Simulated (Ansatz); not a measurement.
Cells of GaSb relaxed with PBEsol (plane waves to 420 eV, PAW, scalar-relativistic; Ansatz, a quantum-chemistry and plane-wave program), each with a space-group label. One label is wrong.

**A**, labelled P6₃/mmc (No. 194)
```xyz
4
Lattice="4.7018 0.0000 0.0000 -2.3509 4.0719 0.0000 0.0000 0.0000 5.7961" Properties=species:S:1:pos:R:3 pbc="T T T"
Ga     0.0000     2.7146     1.4490
Ga     2.3509     1.3573     4.3471
Sb     0.0000     2.7146     4.3471
Sb     2.3509     1.3573     1.4490
```

**B**, labelled Cmcm (No. 63)
```
CELL_PARAMETERS angstrom
      4.34396     0.00000     0.00000
     -2.17198     3.76198     0.00000
      0.00000     0.00000     9.41869
ATOMIC_POSITIONS crystal
  Ga 0.50000 0.00000 0.00000
  Ga 0.00000 0.50000 0.66667
  Ga 0.50000 0.50000 0.33333
  Sb 0.50000 0.00000 0.50000
  Sb 0.00000 0.50000 0.16667
  Sb 0.50000 0.50000 0.83333
```

**C**, labelled P4₂/mmc (No. 131)
```xyz
4
Lattice="3.9310 0.0000 0.0000 0.0000 3.9310 0.0000 0.0000 0.0000 7.4783" Properties=species:S:1:pos:R:3 pbc="T T T"
Ga     0.0000     1.9655     0.0000
Ga     1.9655     0.0000     3.7391
Sb     0.0000     0.0000     1.8696
Sb     0.0000     0.0000     5.6087
```

**D**, labelled P6₃mc (No. 186)
```
CELL_PARAMETERS angstrom
      4.30541     0.00000     0.00000
     -2.15271     3.72859     0.00000
      0.00000     0.00000     7.09995
ATOMIC_POSITIONS crystal
  Ga 0.66667 0.33333 0.99959
  Ga 0.33333 0.66667 0.49959
  Sb 0.66667 0.33333 0.62561
  Sb 0.33333 0.66667 0.12561
```

**Question.** Which label is wrong, and what should it be (tolerance 0.01 Å)?

**Answer.** B: its symmetry is P6₂22 (No. 180), hP6; a = b = 4.344 Å, c = 9.419 Å, α = β = 90.00°, γ = 120.00°.

Each run could gain symmetry but not lose that of its start, so entries can be saddle points. All of these are generated cells (placed on structure types, drawn at random, substituted or restacked) that were not matched to a known phase here.

No spin polarisation in the result.
